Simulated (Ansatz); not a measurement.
**TiAl: computed property card**

TiAl:
```
TiAl
1.0
    3.12435     0.00000     0.00000
    0.00000     3.12435     0.00000
    0.00000     0.00000     3.12435
Ti Al
1 1
Direct
  0.00000   0.00000   0.00000
  0.50000   0.50000   0.50000
```

Space group Pm-3m (No. 221), CsCl type; conventional cell a = b = c = 3.1243 Å, α = β = γ = 90.00°.

Method: DFT-LDA in the program Ansatz with PAW potentials. Structure relaxed to zero pressure with the same functional. Other levels are named where they apply.

**Cell and energy**

| Item | Result |
|---|---|
| Volume per atom | 15.25 Å³ |
| Density | 4.08 g/cm³ |
| Formation energy from the elements (no fitted shifts) | -0.27 eV/atom |

**Electronic structure**

| Item | Value |
|---|---|
| Electronic character | metallic (no gap) |
| Density of states at the Fermi level | 1.3 states/eV per atom (mean over ±0.08 eV) |

**Mechanics**

| Property | Result |
|---|---|
| Bulk modulus (Birch–Murnaghan fit) | 1250 kbar |
| Pressure derivative B′ | 4.0 |
| Elastic constants (relaxed ions, GPa) | C11 = 80.0, C12 = 148, C44 = 77.2 |
| Mechanical stability | unstable (C has a negative eigenvalue) |

**Phonons**

| Property | Result |
|---|---|
| Highest zone-centre frequency | 328 cm⁻¹ |
| Zone-centre stability | no imaginary mode at Γ |

The workflow started from a Materials Project entry (that database holds measured and hypothetical structures alike); the Crystallography Open Database copy checked does not list it. It is not the phase usual at ambient conditions (space group No. 123). The cell was relaxed with LDA under the symmetry of its start. The run is not spin-polarised. As this level gives no gap, shear constants depend on the k-mesh and smearing (Fermi–Dirac, 0.1 eV here). As this level gives no gap, phonon frequencies hold no LO–TO term and depend on the k-mesh and smearing (Fermi–Dirac, 0.1 eV here). The references are the lowest solids computed at this level, not always the standard phases.

Potentials: the earlier of the program's two PAW sets. The files were generated under PBE; for other functionals the program regenerates the frozen cores, and for LDA and PBEsol the local potential too.
